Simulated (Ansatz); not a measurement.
Nb2CS:
```yaml
crystal:
  lattice:
    - [3.32447, 0.00000, 0.00000]
    - [-1.66223, 2.87908, 0.00000]
    - [0.00000, 0.00000, 11.54003]
  atoms:
    - { symbol: Nb, position: [0.66667, 0.33333, 0.90577] }
    - { symbol: Nb, position: [0.33333, 0.66667, 0.09423] }
    - { symbol: Nb, position: [0.33333, 0.66667, 0.40577] }
    - { symbol: Nb, position: [0.66667, 0.33333, 0.59423] }
    - { symbol: C, position: [0.00000, 0.00000, 0.00000] }
    - { symbol: C, position: [0.00000, 0.00000, 0.50000] }
    - { symbol: S, position: [0.33333, 0.66667, 0.75000] }
    - { symbol: S, position: [0.66667, 0.33333, 0.25000] }
```

Relaxed with r²SCAN. Special points in fractions of this cell's reciprocal vectors: Γ (0.000, 0.000, 0.000); M (0.500, 0.000, 0.000); K (0.333, 0.333, 0.000); A (0.000, 0.000, 0.500); L (0.500, 0.000, 0.500); H (0.333, 0.333, 0.500).

Problem. List the band energies nearest the Fermi level at these points for r²SCAN with spin–orbit coupling in the plane-wave PAW code Ansatz.

Solution. In eV from the Fermi level; about four levels below and three above (degenerate sets whole), none deeper than 8.9 eV; points with the same levels are listed once.

| k | below | above |
|---|---|---|
| Γ | -0.01 -0.01 -0.01 -0.01 | 0.21 0.21 1.02 1.02 |
| M | -3.42 -3.42 -3.23 -3.23 | 0.80 0.80 0.88 0.88 |
| K | -0.04 -0.04 -0.03 -0.03 | 0.00 0.00 0.25 0.25 |
| A | -0.50 -0.50 -0.50 -0.50 | 1.09 1.09 1.09 1.09 |
| L | -3.68 -3.68 -3.68 -3.68 | 0.94 0.94 0.94 0.94 |
| H | -0.16 -0.16 -0.13 -0.13 | 1.79 1.79 1.83 1.83 |

Space group P6_3/mmc. The workflow started from a Materials Project entry (that database holds measured and hypothetical structures alike); the Crystallography Open Database copy checked does not list it. Whether it is the stable phase at ambient conditions was not checked. Symmetry was held in the r²SCAN relaxation; whether a distortion lowers the energy is not shown. The run is not spin-polarised.

Potentials: the later of the program's two PAW sets.
